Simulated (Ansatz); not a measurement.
# Compressing TlNi2S2: a fit and a missing row

TlNi2S2, I4/mmm, a = 3.711 Å, c = 12.583 Å. The structure is a COD entry; whether it is the stable form wasn't checked. Ansatz: PBEsol, PAW, 420 eV, Γ-centred 14×14×14 mesh on 5 atoms, Gaussian smearing 0.10 eV; no spin polarisation. Shape and atoms are relaxed at each volume; pressure is positive in compression.

| V (Å³/atom) | P (GPa) |
| --- | --- |
| 16.291 | 4.13 |
| 16.811 | ? |
| 17.331 | 0.02 |
| 17.851 | -1.46 |
| 18.371 | -2.69 |

Question: Take V0 = 17.331 Å³/atom, count pressures from its P0 = 0.02 GPa, fit the third-order Birch–Murnaghan form to the other rows, and predict the missing pressure.

Answer: With the Eulerian strain f = ½[(V0/V)^(2/3) − 1] and y = (P − P0)/[3f(1 + 2f)^(5/2)], the form is the line y = B0 + 1.5 B0 (B0′ − 4) f. Rows (f, y): 0.02106, 58.7; -0.00976, 53.1; -0.01905, 52.3. Means f = -0.002583, y = 54.700; Σ(Δf)² = 0.0008817, ΣΔfΔy = 0.1456; the slope is their ratio. y = 55.13 + 165.1 f GPa, so B0 = 55.1 GPa and B0′ = 4 + 2 × (165.1)/(3 × 55.13) = 6.00. At V = 16.811, f = 0.01026, y = 56.82 and P = 1.86 GPa. The run gave 1.89 GPa, so the fit is 0.03 GPa too low, a small miss on the scale of the series.

Spin polarisation was left out, and a magnetic state may lie lower. Spin–orbit coupling is left out, which can shift energies with elements as heavy as these.

Cost: 5 runs of about 7.9 core-minutes in all, on Intel Xeon 6975P-C (Granite Rapids) (shared hosts).